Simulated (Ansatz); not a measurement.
input.yaml (Ansatz)

```yaml
crystal:
  lattice:
    - [4.3493808162, 0.0, 0.0]
    - [-2.1746904081, 3.7666742776, 0.0]
    - [0.0, 0.0, 2.7330904071]
  atoms:
    - { symbol: Ru, position: [0.0, 0.0, 0.0], spin: 1.0 }
    - { symbol: Ru, position: [0.3333333333, 0.6666666667, 0.5], spin: 1.0 }
    - { symbol: Ru, position: [0.6666666667, 0.3333333333, 0.5], spin: 1.0 }
hamiltonian:
  xc: r2scan
  pseudopotentials:
    kind: paw
    azcp:
      Ru: "pseudopotentials/Ru.paw.azcp"
basis:
  ecutwfc: 500
  fft_grid_basis: typed
kpoints:
  mp_grid: { grid: [10, 10, 13], shift: [0, 0, 0] }
magnetization:
  spin_polarized: true
scf:
  occupations: { method: fermi_dirac, width: 0.05 }
  lower_state_search: "off"
output:
  stress: true
  write_density: true
  write_potential: true
  elf: true
  volumetric_format: npy
```

Output

```
Engine: ansatz 0.2.0, aarch64-unknown-linux-gnu
Pseudopotentials: kind: paw
Pseudopotential: Ru, paw, valence charge 16, recommended cutoff 500 eV (meta_gga) 
Functional definition: r2SCAN
  parameter k0 = 0.174
  parameter k1 = 0.065
  parameter a1 = 4.9479
  exchange = r2scan_x(k0 = k0, k1 = k1, a1 = a1)
  correlation = r2scan_c
Crystal: 3 atoms, lattice volume = 44.775 Å³
Basis set: ecut = 500 eV, 1131 PW (Γ), exchange–correlation on 128×128×80 points (64 copies of the dense FFT grid, shifted against one another)
Bands: 31, of which v1, the nominal top of the filled ones, is band 24 counted from 1 (23 counted from 0)
Symmetry: 24 space group operations
Space group: P6/mmm (ITA 191), of the structure as read, at distance tolerance 3.6e-5 Å
Magnetic group: BNS 191.233 (UNI 1463), of the structure as read, at distance tolerance 3.6e-5 Å
k-points: 98 of 1300
Non-local potential: Ru, projectors of the file, l = 0: 3, l = 1: 2, l = 2: 2, l = 3: 1
PAW form: soft (Blöchl's): semilocal exchange-correlation on the pseudo side does not see the compensation charge
PAW frozen core: Ru, regenerated for the run's functional (the file was generated under x = pbe(κ = 0.804, μ = 0.2195149727645171), c = pbe(β = 0.06672455060314922))
PAW one-centre angular grid: Ru, 590 points (default); XC on 160 Gauss nodes
Initial density: superposition of atomic densities (chi_scale 0.1, normalization cell)
Starting moments: Σ|m| = 3 μB on 3 of 3 sites
Initial wavefunctions: pseudopotential atomic-orbital guess
Functional: x = r2scan, c = r2scan; τ floored in thin density (d = 2e-4 eV/Å³)
SCF iter   1: F=-17668.923568 eV  HF=-17672.116420 eV  |F-HF|=3.19e0  |Δ(HF+E_count)|=         —  Δρ=8.52e-2 (↑8.52e-2 ↓3.54e-2)  dr2=5.30e0  dr2_τ=8.87e-2  dr2_m=5.55e-1  M=1.397 μB ∫|m|=1.408 μB  β_m=0.30  ethr=3.10e-3  ⟨swp⟩=4.9  Hψ=21939  notcnv=0
SCF iter   2: F=-17670.260649 eV  HF=-17671.147875 eV  |F-HF|=8.87e-1  |Δ(HF+E_count)|=   9.69e-1  Δρ=5.68e-2 (↑5.68e-2 ↓2.46e-2)  dr2=2.14e0  dr2_τ=2.44e-2  dr2_m=3.03e-1  M=1.326 μB ∫|m|=1.344 μB  β_m=0.30  ethr=3.10e-3  ⟨swp⟩=2.9  Hψ=12543  notcnv=0  defer=94  κ⁻¹=1.0e0(r=1)
SCF iter   3: F=-17668.505909 eV  HF=-17671.059099 eV  |F-HF|=2.55e0  |Δ(HF+E_count)|=   8.88e-2  Δρ=3.96e-2 (↑3.96e-2 ↓3.32e-2)  dr2=3.03e0  dr2_τ=5.06e-2  dr2_m=2.00e-1  M=1.152 μB ∫|m|=1.176 μB  β_m=0.30  ethr=3.10e-3  ⟨swp⟩=2.2  Hψ=11813  notcnv=0  defer=94  κ⁻¹=1.6e-1(r=2)
SCF iter   4: F=-17671.037730 eV  HF=-17670.926263 eV  |F-HF|=1.11e-1  |Δ(HF+E_count)|=   1.33e-1  Δρ=1.83e-2 (↑1.83e-2 ↓1.75e-2)  dr2=6.15e-2  dr2_τ=2.76e-2  dr2_m=1.06e-1  M=1.131 μB ∫|m|=1.158 μB  β_m=0.30  ethr=3.10e-3  ⟨swp⟩=2.0  Hψ=9451  notcnv=0  defer=79  κ⁻¹=2.2e-4(r=3)
SCF iter   5: F=-17671.037913 eV  HF=-17671.032476 eV  |F-HF|=5.44e-3  |Δ(HF+E_count)|=   1.06e-1  Δρ=1.79e-2 (↑8.64e-3 ↓1.79e-2)  dr2=4.93e-2  dr2_τ=2.26e-3  dr2_m=6.72e-2  M=1.049 μB ∫|m|=1.084 μB  β_m=0.30  ethr=1.28e-4  ⟨swp⟩=2.1  Hψ=12770  notcnv=0  defer=78  κ⁻¹=1.1e-4(r=4)
...
SCF 1 converged in 28 iterations: F = -17671.103226 eV  dr2 = 6.73e-12
this state was not tested for a lower state beside it, because the mixer in use, unlike msr1, does not test its closes by its own steps (another_mixer; see scf.mixing.algorithm and scf.lower_state_search)
SCF converged after 28 iterations
Magnetization: -0.0000 μB (24.0000 up, 24.0000 down)
Absolute magnetization: 0.0000 μB (∫|ρ↑−ρ↓|, with the PAW one-centre terms)
Spin contamination: 0.0000 ħ² per cell (⟨S²⟩ above its minimum at these occupations)
Per-site moments (μB) at R_I (Å): [(-8.55420245492417e-6, 1.1273997929287503), (-3.2878213351643046e-6, 1.035835426334761), (-3.2878213351042817e-6, 1.035835426334761)]
Free energy (F): -17671.103226 eV
Harris-Foulkes:  -17671.103226 eV  (|F-HF|=6.18e-11)
Internal energy: -17671.076452 eV  (E = F + TS)
E sigma→0 (E₀):  -17671.089839 eV
Entropy (-TS):   -0.026774 eV (-8.925 meV/atom)
Fermi energy:    20.954841 eV
--- Per-component energies (eV) ---
  E_band       = -318.188302
  E_kinetic    = 1533.749211
  E_local      = -4092.032704  (includes V_loc(G=0)·N_el)
  E_nonlocal   = 1029.512297
  E_hartree    = 1317.220862
  E_xc         = -548.673354
  E_vxc        = -794.662009  (∫ρ·V_xc dr)
  E_paw        = -10436.653014  (= ΣΔE_a)
  E_vpaw       = -685.224128  (= ΣTr[D̂ρ^β])
  E_aug_tail   = 0.000261  (compensation charges beyond the density's cutoff)
  E_vtau       = 56.027024  (kinetic-family band-sum trace: ∫τ·v_τ [+ j·A + Jᵃ·Aᵃ] dr)
  E_ewald      = -6473.267144
  E_core_change = -0.932867  (= ΣΔE_core)
  E_smearing   = -0.026774  (= −TS)
  E_closure    = 0.000000  (closes the sum)
  Σ components = -17671.103226   (vs F -17671.103226, Δ=0.00e0)
--- Stress (GPa, compression-positive) ---
      -21.476503       0.000000       0.000000
        0.000000     -21.476503       0.000000
        0.000000       0.000000     -18.192294
  P = ⅓ Tr σ = -20.3818 GPa (-203.818 kbar)
--- Band table (eV; the first three rows and the last of 196) ---
  k-point 0 ↑: bands = ["-54.3659", "-54.1395", "-54.1329", "-23.8487", "-23.8487", "-23.4756", "-23.4756", "-23.2468", "-23.0352", "-23.0005", "-22.9870", "-22.9870", "13.0537", "15.2691", "17.6494", "17.6494", "17.7287", "17.7287", "17.7903", "18.3120", "18.9514", "18.9514", "19.6374", "19.6374", "19.7254", "19.7254", "22.4879", "22.4879", "30.1294", "30.1294", "30.1350"]
  k-point 1 ↑: bands = ["-54.3621", "-54.1368", "-54.1309", "-23.8453", "-23.8453", "-23.4672", "-23.4672", "-23.2738", "-23.0622", "-23.0321", "-22.9901", "-22.9901", "13.2134", "15.4255", "17.4700", "17.4700", "17.5856", "17.5856", "18.0146", "18.4696", "18.8058", "18.8058", "19.7490", "19.7490", "19.9179", "19.9179", "22.4137", "22.4137", "30.2622", "30.2622", "30.3060"]
  k-point 2 ↑: bands = ["-54.3514", "-54.1292", "-54.1255", "-23.8359", "-23.8359", "-23.4430", "-23.4430", "-23.3481", "-23.1366", "-23.1192", "-22.9997", "-22.9997", "13.6659", "15.8621", "16.9998", "16.9998", "17.2302", "17.2302", "18.6668", "18.7026", "18.7026", "18.9452", "19.7563", "19.7563", "20.3779", "20.3779", "22.2559", "22.2559", "30.5957", "30.5957", "30.7345"]
  k-point 97 ↓: bands = ["-54.2089", "-54.1826", "-54.1003", "-23.9722", "-23.6757", "-23.6307", "-23.4948", "-23.4599", "-23.3644", "-23.2346", "-23.2143", "-22.9928", "15.0264", "16.1278", "16.5993", "16.7801", "16.9755", "17.2284", "17.8003", "18.4379", "18.9388", "19.2223", "20.3424", "21.9075", "22.3622", "22.5523", "22.8060", "23.8239", "25.9259", "27.1057", "29.8391"]
```

Command:

```sh
ansatz run input.yaml --threads 2 --pin off --max-ram 6144MiB --backend cpu --events-out ev --progress --plain --runs-dir out
```

On 2 threads of Arm Neoverse V2 (shared host) this took about 57 s of wall time and 110 s of CPU time, with 0.57 GiB at the peak.
